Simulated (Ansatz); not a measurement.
BaC$_{2}$:
```yaml
crystal:
  lattice:
    - [2.60052, 1.50141, 2.47287]
    - [-2.60052, 1.50141, 2.47287]
    - [0.00000, -3.00282, 2.47287]
  atoms:
    - { symbol: Ba, position: [0.00000, 0.00000, 0.00000] }
    - { symbol: C, position: [0.58473, 0.58473, 0.58473] }
    - { symbol: C, position: [0.41527, 0.41527, 0.41527] }
```

Cartesian axes are those of the cell as given.

**Question.** Give the high-frequency dielectric tensor and the Born effective charge tensors of the independent atoms from DFPT, DFT-r²SCAN in the program Ansatz with PAW potentials.

**Answer.** 
ε∞:
```
4.06  0.00  0.00
0.00  4.06  0.00
0.00  0.00  4.82
```
Z* of atom 1 (Ba), rows: field, columns: displacement, in e:
```
2.72  0.00  0.00
0.00  2.72  0.00
0.00  0.00  2.66
```
Z* of atom 2 (C), rows: field, columns: displacement, in e:
```
-1.36   0.00   0.00
 0.00  -1.36   0.00
 0.00   0.00  -1.33
```

Space group R-3m. The first step of the workflow began from a Materials Project structure, measured or hypothetical; the Crystallography Open Database copy checked does not list it. Its standing as an ambient phase is unchecked. Symmetry was held in the r²SCAN relaxation; whether a distortion lowers the energy is not shown. Scalar-relativistic: spin–orbit coupling is off unless named, which matters more the heavier the elements.

Potentials: the later of the program's two PAW sets.
